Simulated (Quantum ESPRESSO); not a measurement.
AlZn2O3F (made-up cell, one site empty) (calculated)

All values are calculated (Quantum ESPRESSO 7.5). Calculation on a made-up crystal cell, not a measurement: periodic Kohn-Sham density functional theory in plane waves with PseudoDojo standard norm-conserving scalar-relativistic pseudopotentials, each functional with its own files (v0.5 for PBE, v0.4.1 for LDA and PBEsol), no spin polarisation, no spin-orbit coupling, atoms not relaxed, stress positive in tension, energies less a fixed whole-eV offset for each atom's element; levels are Kohn-Sham levels at fractions of this cell's reciprocal vectors, counted from the reference band (half the neutral cell's valence electrons, rounded up) at Gamma; error bars cover cutoff and k-mesh only, not smearing or the files; each bar is the largest change over components, and at least 0.002 eV, 0.002 eV per angstrom or 0.02 GPa; added strain carries the atoms with the cell, and shear is the tensor component; energies are for the whole cell, and the offsets were chosen from early runs and are not element reference energies.

AlZn2O3F (made-up cell, one site empty)

Unstrained structure:
```
AlZn2O3F
1.0
      4.5259     0.0000     0.0000
      0.0000     4.5259     0.0000
      0.0000     0.0000     4.5259
Al Zn O F O
1 2 1 1 2
Direct
  -0.02989 -0.00692 -0.03387
  0.50545 0.01544 0.51157
  0.52215 0.50235 -0.02198
  0.27762 0.24722 0.27347
  0.25003 0.73420 0.77379
  0.74410 0.26196 0.77593
  0.77613 0.73482 0.23248
```

```
lattice type             : zincblende/diamond
empty site               : 2
functional               : pbe
cutoff                   : 1143 eV
fermi dirac smearing     : 0.025 eV
scf tolerance            : 1e-07 eV
electrons removed        : 0
added strain kind        : zz
added strain             : 0.0121
k mesh                   : 4 x 4 x 4, shifted by half a step
structure shown          : before the added strain of 0.0121
free energy less offsets : 7.906 eV
scf iterations           : 12
smearing term minus ts   : 0 eV
pressure                 : -2.048 GPa
stress xx                : -1.083 GPa
stress yy                : 1.914 GPa
stress zz                : 5.312 GPa
stress yz                : -0.3899 GPa
stress xz                : 0.5812 GPa
stress xy                : 7.244 GPa
reference band           : 34
error bar energy         : 0.002 eV
error bar stress         : 0.02065 GPa
error bar force          : 0.002366 eV/Å
error bar next band up   : 0.002 eV
error bars from          : tighter rerun of this cell
```

Atoms:
```tsv
atoms element	atom site	atom energy offset (eV)
Al	1	-64
Zn	3	-5687
Zn	4	-5687
O	5	-452
F	6	-677
O	7	-452
O	8	-452
```

Forces:
```tsv
site	x (eV/Å)	y (eV/Å)	z (eV/Å)
1	0.3509	0.445	3.263
3	1.294	-0.1197	-1.454
4	-0.7792	0.06748	3.888
5	-1.803	-0.7759	-2.822
6	-2.19	1.931	-0.3139
7	2.7	-3.928	-1.283
8	0.4267	2.38	-1.278
```

Levels:
```tsv
level k point	next band up (eV)
Gamma	0.8032
(1/2,1/2,1/2)	4.013
(0.15,0,0)	1.238
(0,0.15,0)	1.257
(0,0,0.15)	1.27
```
